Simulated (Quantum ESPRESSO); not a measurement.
**How NMR parameters follow strain in ZnS (P6₃mc)**

```
CELL_PARAMETERS angstrom
      3.80580     0.00000     0.00000
     -1.90290     3.29592     0.00000
      0.00000     0.00000     6.23798
ATOMIC_POSITIONS crystal
  Zn 0.33333 0.66667 0.00014
  Zn 0.66667 0.33333 0.50014
  S  0.33333 0.66667 0.37486
  S  0.66667 0.33333 0.87486
```
The cell was made here from a computed Materials Project entry: atoms relaxed in the unchanged cell (PBE without dispersion, pw.x of a modified build of Quantum ESPRESSO, symmetry kept). The parent is ZnS in P6₃mc. Stability against distortions was not tested.

The last row's change in full: strained by +2 % along the unique axis and by -1 % across it, atoms relaxed (PBE, pw.x of Quantum ESPRESSO); the other rows go along the same path.

Method: shieldings by PBE GIPAW (Quantum ESPRESSO, JTH PAW datasets), 20 Ha, k-mesh 8×8×4 shifted, f-sum rule met within 0.016 %. Values are those of the named site's first atom. Shieldings are absolute and leave out the bulk-susceptibility term; a larger σ means a smaller chemical shift. By our sweeps, such settings leave a few ppm in absolute σ on light atoms and up to some 20 ppm from Zn on. No d partial waves on S: the paramagnetic term there is incompletely reconstructed. The structure is static (0 K, no zero-point motion).

Unchanged cell: σ_iso Zn (ppm) = 1220.9, σ_iso S (ppm) = 644.5.

**Question.** How do these values move along the path (axial strain (%): -2, +2)?

**Answer.** 
| axial strain (%) | σ_iso Zn (ppm) | σ_iso S (ppm) |
|---|---|---|
| -2 | 1226.6 | 637.2 |
| 0 | 1220.9 | 644.5 |
| +2 | 1220.0 | 646.6 |
